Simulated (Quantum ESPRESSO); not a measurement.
pw.x input (Quantum ESPRESSO 7.5; PBEsol, PseudoDojo standard norm-conserving files, scalar-relativistic):

```
&CONTROL
  calculation = 'scf'
  pseudo_dir = './pseudo'
  outdir = './out'
  tprnfor = .true.
  tstress = .true.
/
&SYSTEM
  ibrav = 0
  nat = 11
  ntyp = 4
  ecutwfc = 102.0
  ecutrho = 408.0
  occupations = 'smearing'
  smearing = 'fd'
  degauss = 0.002
  nbnd = 49
/
&ELECTRONS
  conv_thr = 1.1000000000000001e-09
/
ATOMIC_SPECIES
B 10.8100 B.upf
O 15.9990 O.upf
Cd 112.4140 Cd.upf
Ba 137.3270 Ba.upf
CELL_PARAMETERS angstrom
  4.902015000000  -2.702250000000   0.000000000000
  4.902015000000   2.702250000000   0.000000000000
 -3.171558000000   0.000000000000   5.977536000000
ATOMIC_POSITIONS crystal
B   0.439300000000   0.439300000000   0.238100000000
B   0.560700000000   0.560700000000   0.761900000000
O   0.297670000000   0.744310000000   0.271700000000
O   0.702330000000   0.255690000000   0.728300000000
O   0.255690000000   0.702330000000   0.728300000000
O   0.744310000000   0.297670000000   0.271700000000
O   0.282280000000   0.282280000000   0.173520000000
O   0.717720000000   0.717720000000   0.826480000000
Cd   0.000000000000   0.000000000000   0.000000000000
Ba   0.789920000000   0.789920000000   0.310430000000
Ba   0.210080000000   0.210080000000   0.689570000000
K_POINTS automatic
6 6 6 0 0 0
```

End of the output:

```

[...]
     the Fermi energy is     8.5282 ev
!    total energy              =    -673.03482822 Ry
     estimated scf accuracy    <          1.4E-10 Ry
     smearing contrib. (-TS)   =       0.00000000 Ry
     internal energy E=F+TS    =    -673.03482822 Ry
     The total energy is F=E-TS. E is the sum of the following terms:
     one-electron contribution =    -332.74812976 Ry
     hartree contribution      =     208.61432521 Ry
     xc contribution           =    -129.00763084 Ry
     ewald contribution        =    -419.89339282 Ry
     convergence has been achieved in  13 iterations
     Forces acting on atoms (cartesian axes, Ry/au):
     atom    1 type  1   force =    -0.00117850    0.00000000   -0.00049348
     atom    2 type  1   force =     0.00117850    0.00000000    0.00049348
     atom    3 type  2   force =    -0.00180598   -0.00459327   -0.00272440
     atom    4 type  2   force =     0.00180598    0.00459327    0.00272440
     atom    5 type  2   force =     0.00180598   -0.00459327    0.00272440
     atom    6 type  2   force =    -0.00180598    0.00459327   -0.00272440
     atom    7 type  2   force =     0.01063153    0.00000000    0.00002911
     atom    8 type  2   force =    -0.01063153    0.00000000   -0.00002911
     atom    9 type  3   force =     0.00000000    0.00000000    0.00000000
     atom   10 type  4   force =     0.00228553    0.00000000   -0.00155540
     atom   11 type  4   force =    -0.00228553    0.00000000    0.00155540
     Total force =     0.019281     Total SCF correction =     0.000023
     Computing stress (Cartesian axis) and pressure
          total   stress  (Ry/bohr**3)                   (kbar)     P=      -59.06
  -0.00042781   0.00000000  -0.00002039          -62.93        0.00       -3.00
   0.00000000  -0.00041415   0.00000000            0.00      -60.92        0.00
  -0.00002039   0.00000000  -0.00036255           -3.00        0.00      -53.33
```
In a gapped system the printed Fermi energy is only some level inside the gap.

Spin-orbit coupling is not included.

Geometry of the Materials Project entry, not relaxed at this level.
